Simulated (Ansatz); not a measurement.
Phonons of LaAs (zincblende structure)

Method: PBEsol, scalar-relativistic; no spin polarisation; PAW, 420 eV, Gaussian smearing of 0.05 eV; code Ansatz; PAW files: Ansatz's generated set soft_2.

```xyz
2
Lattice="0.0000 3.3593 3.3593 3.3593 0.0000 3.3593 3.3593 3.3593 0.0000" Properties=species:S:1:pos:R:3 pbc="T T T"
La    0.0000    0.0000    0.0000
As    1.6797    1.6797    1.6797
```

This is a trial structure; measured cells of the compound in the Crystallography Open Database are in space group Fm-3m (rock salt).

Force constants come from finite displacements in a 2×2×2 supercell (the unit cell's 6×6×6 k-mesh, folded to it); the long-range dipole term is included. Points in reciprocal vectors of this cell: Γ = (0.000, 0.000, 0.000), X = (-0.500, -0.500, 0.000), U = (-0.375, -0.375, 0.250), K = (-0.375, 0.000, 0.375), L = (0.000, 0.000, 0.500), W = (-0.500, -0.250, 0.250).

Task: Is the structure dynamically stable along this path, and where does the spectrum end?

Result: Yes: no branch is imaginary beyond numerical noise. The highest frequency is 209 cm⁻¹, at Γ. Points that don't fit the supercell are interpolated. The lowest branch at L is only 21 cm⁻¹, so the structure is close to an instability there.

Frequencies at the named points (cm⁻¹, imaginary ones negative):
| point | ω (cm⁻¹) |
| --- | --- |
| Γ | 0 0 0 168 168 209 |
| X | 47 47 133 158 158 167 |
| U | 41 71 120 153 161 173 |
| K | 41 71 120 153 161 173 |
| L | 21 21 119 167 167 175 |
| W | 59 64 121 147 165 172 |

Task: What does the harmonic approximation give for the vibrational free energy, entropy and heat capacity?

Result: Zero-point energy 21.5 meV/atom.
| T (K) | F_vib (meV/atom) | S (J/K per mole of atoms) | C_V (J/K per mole of atoms) |
| --- | --- | --- | --- |
| 100 | 11.5 | 20.5 | 19.3 |
| 200 | -18.1 | 35.4 | 23.2 |
| 300 | -60.1 | 45.1 | 24.2 |
| 400 | -110.6 | 52.1 | 24.5 |
| 500 | -167.5 | 57.5 | 24.7 |
| 600 | -229.5 | 62.1 | 24.7 |
| 700 | -295.9 | 65.9 | 24.8 |
| 800 | -365.9 | 69.2 | 24.8 |
| 900 | -439.1 | 72.1 | 24.9 |
| 1000 | -515.2 | 74.7 | 24.9 |

The highest mode, 209 cm⁻¹, is worth 300 K. At 300 K the heat capacity has reached 97 % of the classical limit 3R = 24.9 J/K per mole of atoms: a mode at k_BT already holds 92 % of its classical share, and one at 1.5 k_BT 83 %.

Run time: 69 s on 4 threads of Arm Neoverse V1 (shared host), peak memory 2.1 GiB.

These numbers lack spin–orbit coupling.
